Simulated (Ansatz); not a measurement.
## Electron–phonon coupling and T_c of BaSbPt — Ansatz, plane waves and PAW

Space group P-6m2 (No. 187), 3 atoms in the cell of the first input below: a = 4.538 Å, b = 4.538 Å, c = 4.846 Å, α = 90.00°, β = 90.00°, γ = 120.00°.

The structure comes from the Materials Project database of computed cells (whether it is a measured phase wasn't checked), relaxed without spin–orbit coupling to zero pressure (pressure 0.0 GPa with this functional, without spin–orbit coupling). Functional: PBEsol.

Input:

```yaml
crystal:
  lattice:
    - [4.5375080278, 0.0, 0.0]
    - [-2.2687540139, 3.929597222, 0.0]
    - [0.0, 0.0, 4.8457019313]
  atoms:
    - { symbol: Ba, position: [0.0, 0.0, 0.0] }
    - { symbol: Pt, position: [0.3333333333, 0.6666666667, 0.5] }
    - { symbol: Sb, position: [0.6666666667, 0.3333333333, 0.5] }
basis:
  ecutwfc: 420
  ecutrho_ratio: 4
kpoints:
  mp_grid: { grid: [8, 8, 8] }
hamiltonian:
  xc: pbesol
scf:
  occupations: { method: methfessel_paxton, width: 0.2 }
output: {}
phonons:
  supercell: [2, 2, 2]
  qpath:
    path:
      - [[0.0, 0.0, 0.0], [0.5, 0.0, 0.0], [0.33333333, 0.33333333, 0.0], [0.0, 0.0, 0.0], [0.0, 0.0, 0.5], [0.5, 0.0, 0.5], [0.33333333, 0.33333333, 0.5], [0.0, 0.0, 0.5]]
      - [[0.5, 0.0, 0.5], [0.5, 0.0, 0.0]]
      - [[0.33333333, 0.33333333, 0.5], [0.33333333, 0.33333333, 0.0]]
    npoints: 6
  electrical_resistivity: { mesh: [16, 16, 16], temperatures: [50, 100, 200, 300, 500] }
  superconductivity: { mesh: [16, 16, 16], eliashberg_equations: false }
```

```bash
ansatz run input.yaml --threads 8 --pin off --max-ram 15360MiB --backend cpu --events-out ev --progress --plain --runs-dir out
```

Time: 7 min on 8 threads of Arm Neoverse V1 (shared host), peak memory 7.4 GiB.

On the finest mesh λ = 0.9183, ω_log = 6.365 meV, N(E_F) = 1.019 states per eV, spin and cell. λ by mesh: 16×16×16 0.918, 8×8×8 1.003, 4×4×4 0.608. ω_log by mesh: 6.36, 6.35, 6.86 meV.

Q: What T_c does McMillan's formula in the Allen–Dynes form give for μ* = 0.10?

A: T_c = (ω_log/1.2) exp[−1.04(1+λ)/(λ − μ*(1+0.62λ))] = (73.86 K/1.2) × exp(−1.9950/0.7614) = 4.48 K. λ still moved by 9 % between the two finest meshes, so T_c isn't settled to the digits shown. By mesh, finest first, the same formula gives 4.48, 5.16, 1.89 K.

```json
{"μ*": "0.08", "McMillan (K)": "4.97", "Allen–Dynes with strong-coupling factors (K)": "5.31"}
{"μ*": "0.10", "McMillan (K)": "4.48", "Allen–Dynes with strong-coupling factors (K)": "4.75"}
{"μ*": "0.12", "McMillan (K)": "4.00", "Allen–Dynes with strong-coupling factors (K)": "4.22"}
{"μ*": "0.13", "McMillan (K)": "3.77", "Allen–Dynes with strong-coupling factors (K)": "3.97"}
{"μ*": "0.14", "McMillan (K)": "3.54", "Allen–Dynes with strong-coupling factors (K)": "3.72"}
{"μ*": "0.16", "McMillan (K)": "3.09", "Allen–Dynes with strong-coupling factors (K)": "3.24"}
{"μ*": "0.20", "McMillan (K)": "2.27", "Allen–Dynes with strong-coupling factors (K)": "2.36"}
```

Caveats: no spin-orbit coupling, which matters for these elements; small supercell, couplings not converged in it; with so small a supercell and a typed μ*, T_c can miss a measured one by a factor of two or more; λ is not converged in the mesh, and T_c depends on it steeply.
